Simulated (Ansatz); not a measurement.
Given:

Os (fcc, Cu type)

```xyz
1
Lattice="0.0000 1.9103 1.9103 1.9103 0.0000 1.9103 1.9103 1.9103 0.0000" Properties=species:S:1:pos:R:3 pbc="T T T"
Os     0.0000     0.0000     0.0000
```

Equation-of-state scan: isotropic scaling of the cell above, V₀ being its volume. Symmetry pins the atoms to their sites.

These are PBEsol (plane waves to 420 eV, PAW, scalar-relativistic; Ansatz, a program for electronic structure) values and carry that method's errors. k mesh 21×21×21 (Γ-centred), Fermi-Dirac smearing 0.05 eV. The energy includes the smearing's −TS. Compression counts positive. Os is run without spin polarisation. Os was relaxed with its symmetry unable to fall. Spin-orbit coupling is left out, though Os is heavy. This is one of several known forms of Os; the measured ambient cells at hand have space group No. 194. The zero of ΔE is the relaxed starting cell.

The scan covers V/V₀ from 0.840 to 1.160 in 13 points.

### Question
What is ΔE at V/V₀ = 1.160?

### Answer
354 meV/atom.

### Question
What is ΔE at V/V₀ = 0.840?

### Answer
657 meV/atom.

### Question
What pressure does the cell carry at V/V₀ = 0.840?

### Answer
111 GPa.

(Under strain, the slope of the energy per volume gives the stress and its curvature an elastic modulus.)
